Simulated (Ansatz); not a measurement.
The calculation used DFT PBE, scalar-relativistic, plane waves, PAW in Ansatz. Settings: cutoff 420 eV, Γ-centred meshes spaced at most about 0.3 Å⁻¹, and about 0.25 Å⁻¹ or finer for metals (2π included), Gaussian smearing. No spin polarisation in the final relaxations.

All energies are static (0 K, no zero-point motion). All come from trial cells, and lower structures may exist.

Question: These unrelaxed guesses for TiGe4 are each relaxed within their symmetry. Order them by the energy at which they end, lowest first.
A.

```cif
data_structure
_symmetry_space_group_name_H-M 'Pm-3m'
_symmetry_Int_Tables_number 221
_cell_length_a 3.7942
_cell_length_b 3.7942
_cell_length_c 3.7942
_cell_angle_alpha 90.000
_cell_angle_beta 90.000
_cell_angle_gamma 90.000
_cell_volume 54.62
loop_
_atom_site_label
_atom_site_type_symbol
_atom_site_symmetry_multiplicity
_atom_site_Wyckoff_symbol
_atom_site_fract_x
_atom_site_fract_y
_atom_site_fract_z
_atom_site_occupancy
Ti1 Ti 1 a 0.00000 0.00000 0.00000 1
Ge1 Ge 3 d 0.50000 0.00000 0.00000 1
Ge2 Ge 1 b 0.50000 0.50000 0.50000 1
```

B.

```cif
data_structure
_symmetry_space_group_name_H-M 'Cmmm'
_symmetry_Int_Tables_number 65
_cell_length_a 4.6483
_cell_length_b 5.0344
_cell_length_c 7.5009
_cell_angle_alpha 90.000
_cell_angle_beta 90.000
_cell_angle_gamma 90.000
_cell_volume 175.53
loop_
_atom_site_label
_atom_site_type_symbol
_atom_site_symmetry_multiplicity
_atom_site_Wyckoff_symbol
_atom_site_fract_x
_atom_site_fract_y
_atom_site_fract_z
_atom_site_occupancy
Ti1 Ti 2 d 0.00000 0.00000 0.50000 1
Ge1 Ge 2 a 0.00000 0.00000 0.00000 1
Ge2 Ge 4 l 0.50000 0.00000 0.35746 1
Ge3 Ge 2 b 0.50000 0.00000 0.00000 1
```

C.

```cif
data_structure
_symmetry_space_group_name_H-M 'I-43m'
_symmetry_Int_Tables_number 217
_cell_length_a 6.1258
_cell_length_b 6.1258
_cell_length_c 6.1258
_cell_angle_alpha 90.000
_cell_angle_beta 90.000
_cell_angle_gamma 90.000
_cell_volume 229.87
loop_
_atom_site_label
_atom_site_type_symbol
_atom_site_symmetry_multiplicity
_atom_site_Wyckoff_symbol
_atom_site_fract_x
_atom_site_fract_y
_atom_site_fract_z
_atom_site_occupancy
Ti1 Ti 2 a 0.00000 0.00000 0.00000 1
Ge1 Ge 8 c 0.17480 0.17480 0.17480 1
```

D.

```cif
data_structure
_symmetry_space_group_name_H-M 'I4/mmm'
_symmetry_Int_Tables_number 139
_cell_length_a 4.1831
_cell_length_b 4.1831
_cell_length_c 10.0798
_cell_angle_alpha 90.000
_cell_angle_beta 90.000
_cell_angle_gamma 90.000
_cell_volume 176.38
loop_
_atom_site_label
_atom_site_type_symbol
_atom_site_symmetry_multiplicity
_atom_site_Wyckoff_symbol
_atom_site_fract_x
_atom_site_fract_y
_atom_site_fract_z
_atom_site_occupancy
Ti1 Ti 2 a 0.00000 0.00000 0.00000 1
Ge1 Ge 4 e 0.50000 0.50000 0.11705 1
Ge2 Ge 4 d 0.00000 0.50000 0.25000 1
```

Answer: C (ends in Im-3m, 0 meV/atom), B (ends in P4/mmm, 240 meV/atom), D (ends in I4/mmm, 287 meV/atom), A (ends in Pm-3m, 0.53 eV/atom).

Cells relaxed within their symmetry can be saddle points. Some candidate types were left out of the draw beforehand, so a known form may be missing.
